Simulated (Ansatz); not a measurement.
Input:

Ti2C:
```yaml
crystal:
  lattice:
    - [0.00000, 4.27398, 4.27398]
    - [4.27398, 0.00000, 4.27398]
    - [4.27398, 4.27398, 0.00000]
  atoms:
    - { symbol: Ti, position: [0.35727, 0.88091, 0.88091] }
    - { symbol: Ti, position: [0.36909, 0.36909, 0.89273] }
    - { symbol: Ti, position: [0.88091, 0.35727, 0.88091] }
    - { symbol: Ti, position: [0.36909, 0.36909, 0.36909] }
    - { symbol: Ti, position: [0.88091, 0.88091, 0.88091] }
    - { symbol: Ti, position: [0.36909, 0.89273, 0.36909] }
    - { symbol: Ti, position: [0.88091, 0.88091, 0.35727] }
    - { symbol: Ti, position: [0.89273, 0.36909, 0.36909] }
    - { symbol: C, position: [0.12500, 0.12500, 0.12500] }
    - { symbol: C, position: [0.62500, 0.12500, 0.12500] }
    - { symbol: C, position: [0.12500, 0.12500, 0.62500] }
    - { symbol: C, position: [0.12500, 0.62500, 0.12500] }
```

This is the PBEsol-relaxed structure.

Problem. All from PBEsol in the plane-wave PAW code Ansatz, unless another level is named. Predict the Young's modulus.

Solution. 208 GPa.

Problem. Give the elastic constants (relaxed ions, GPa).

Solution. C11 = 210, C12 = 117, C44 = 119.

Problem. Next, the highest zone-centre frequency?

Solution. 725 cm⁻¹.

Space group Fd-3m. The workflow started from a Materials Project entry (that database holds measured and hypothetical structures alike); the Crystallography Open Database copy checked does not list it. Whether it is the stable phase at ambient conditions was not checked. The cell was relaxed with PBEsol under the symmetry of its start; whether a distortion lowers the energy is not shown. No spin polarisation was allowed. As this level gives no gap, shear constants depend on the k-mesh and smearing (Fermi–Dirac, 0.1 eV here). As this level gives no gap, phonon frequencies hold no LO–TO term and depend on the k-mesh and smearing (Fermi–Dirac, 0.1 eV here).

Potentials: the earlier of the program's two PAW sets. The files were generated under PBE; for other functionals the program regenerates the frozen cores, and for LDA and PBEsol the local potential too.
